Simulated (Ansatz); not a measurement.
SrMg₂Sb₂:
```cif
data_Mg2Sb2Sr
_chemical_formula_sum 'Sr1 Mg2 Sb2'
_space_group_name_H-M_alt 'P 1'
_space_group_IT_number 1
_cell_length_a 4.69610
_cell_length_b 4.69610
_cell_length_c 7.74824
_cell_angle_alpha 90.000
_cell_angle_beta 90.000
_cell_angle_gamma 120.000
loop_
_space_group_symop_operation_xyz
  'x, y, z'
loop_
_atom_site_label
_atom_site_type_symbol
_atom_site_fract_x
_atom_site_fract_y
_atom_site_fract_z
_atom_site_occupancy
Sr1 Sr 0.00000 0.00000 0.00000 1
Mg1 Mg 0.66667 0.33333 0.37161 1
Mg2 Mg 0.33333 0.66667 0.62839 1
Sb1 Sb 0.33333 0.66667 0.25394 1
Sb2 Sb 0.66667 0.33333 0.74606 1
```

Relaxed with PBEsol. Plane-wave PAW PBEsol (Ansatz code) gives a gap of 0.88 eV.

What gap does HSE06 give on the same cell (Ansatz, PAW)?

1.44 eV, 0.56 eV more. The hybrid was solved on a coarser mesh and at special points; the gap given is the minimum over both.

```tsv
k	v1 PBEsol	c1 PBEsol	v1 HSE06	c1 HSE06
Γ	0.00	1.53	___	___
A	-0.55	1.62	-0.62	2.30
K	-1.63	2.08	___	___
H	-1.23	2.09	___	___
M	-1.07	0.88	-1.15	1.44
L	-0.83	1.30	___	___
```

Top valence (v1) and lowest conduction level (c1) in eV from each method's valence maximum (which need not be a listed point): supply the withheld HSE06 values.


- K, v1 HSE06: -1.80
- K, c1 HSE06: 2.69
- Γ, v1 HSE06: 0.00
- Γ, c1 HSE06: 2.17
- H, v1 HSE06: -1.33
- H, c1 HSE06: 2.74
- L, v1 HSE06: -0.94
- L, c1 HSE06: 1.91

Cost on shared cores: the PBEsol run (SCF on a 7×7×4 mesh, then bands and DOS) around 80 core-seconds (rough), the HSE06 run (SCF on 4×4×2, then a few points) about 2.3 core-minutes (a rough figure); the tasks are unlike.

Space group P-3m1. The first step of the workflow began from a Materials Project structure, measured or hypothetical; the Crystallography Open Database files this formula in space group No. 164, but the cells were not matched. Whether it is the stable phase at ambient conditions was not checked. The PBEsol relaxation kept the symmetry of its start; its stability against distortions is not shown here. Spin–orbit coupling is left out wherever it is not named.

Potentials: the later of the program's two PAW sets.
